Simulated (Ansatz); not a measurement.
## Cd3In3O2: rattling a relaxed structure

It was reached by relaxing an invented guess, and it needn't be the stable form of this composition.

Theory: Ansatz, DFT PBE, scalar-relativistic, plane waves, PAW. Settings: cutoff 420 eV, Γ-centred mesh 12×12×2 on the computed 8-atom cell, Gaussian smearing of 0.10 eV; no spin polarisation.

The cell below (8 atoms, space group P-3m1 (No. 164)) is relaxed within its symmetry.

```
Cd In O
1.0
     3.34232    0.00000    0.00000
    -1.67116    2.89454    0.00000
     0.00000    0.00000   17.14184
Cd In O
3 3 2
Direct
  0.33333 0.66667 0.19399
  0.66667 0.33333 0.80601
  0.00000 0.00000 0.50000
  0.00000 0.00000 0.00000
  0.33333 0.66667 0.65622
  0.66667 0.33333 0.34378
  0.33333 0.66667 0.06408
  0.66667 0.33333 0.93592
```

For the test it was strained at random (σ = 1.5 % a component), the atoms were moved at random (σ = 0.15 Å), and all was relaxed again on a coarse 6×6×2 mesh (in the run’s order of axes) with 0.20 eV smearing, with no symmetry imposed.

An odd number of electrons in the primitive cell allows no gap without spin; a larger cell or a magnetic state could open one.

Q: Does it come back?

A: It returns, within 1 meV/atom of the unmoved cell on that mesh and with the same symmetry when read at 0.1 Å (P1 at 0.01 Å, so small strains and shifts remain). So it is stable against the distortions that fit this cell and that this random move excites. Modes that don't fit the cell aren't tested.
